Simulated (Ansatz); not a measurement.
TiB2 in space group P6/mmm (No. 191; Ti on 1a, B on 2d) under volume change, DFT-PBEsol in the program Ansatz with PAW potentials, shape and atoms relaxed at each volume.

```
V (Å³/atom)  E − E(relaxed) (meV/atom)  P (GPa)
-----------  -------------------------  -------
7.618                             64.9    29.81
7.869                             27.3    18.36
8.120                              6.5     8.49
8.371                              0.0    -0.02
8.622                              ___      ___
8.873                             22.6   -13.71
9.124                              ___      ___
```

**Question.** Some entries are withheld; supply them.

**Answer.** 
- 9.124, E − E(relaxed) (meV/atom): 48.5
- 9.124, P (GPa): -19.19
- 8.622, E − E(relaxed) (meV/atom): 5.9
- 8.622, P (GPa): -7.37

**Question.** What does a third-order Birch–Murnaghan fit give for V₀, B₀ and B′?

**Answer.** V₀ = 8.37 Å³/atom, B₀ = 263 GPa, B′ = 3.9.

Symmetry was held in the PBEsol relaxation. No spin polarisation was allowed.

Potentials: the later of the program's two PAW sets.
